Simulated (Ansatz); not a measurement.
Polymorphs of SiO$_{2}$, each relaxed with PBEsol in the plane-wave PAW code Ansatz:

A: P3_121
a = b = 4.9495 Å, c = 5.4417 Å, α = β = 90.00°, γ = 120.00°

| atom | site | symmetry | x | y | z |
|---|---|---|---|---|---|
| O | 6c | 1 | 0.4126 | 0.2667 | 0.2143 |
| Si | 3a | .2. | 0.5295 | 0.5295 | 0.0000 |

B: P4_2/nmc
a = 2.8214 Å, b = 2.8214 Å, c = 8.5883 Å, α = 90.00°, β = 90.00°, γ = 90.00°

| atom | site | symmetry | x | y | z |
|---|---|---|---|---|---|
| Si | 2a | -4m2 | 0.0000 | 0.0000 | 0.0000 |
| O | 4d | 2mm. | 0.0000 | 0.5000 | 0.0994 |

Question: Rank these by energy per atom at 0 K (lowest first), as PBEsol gives it.

Answer: A (+0 meV/atom), B (+223 meV/atom)

Question: Give each one's gap.

Answer: A 5.72 eV; B 5.03 eV.

Constructed cells (a structure type filled with these elements, in neither database checked): B. Not the usual ambient phase: B. All cells were relaxed under the symmetry of their starts (and spin orders); stability against distortions was not tested throughout.

Energies hold the estimated change up to a 700 eV cutoff; steps of a few meV lie near the error of the meshes.

Potentials: the later of the program's two PAW sets.
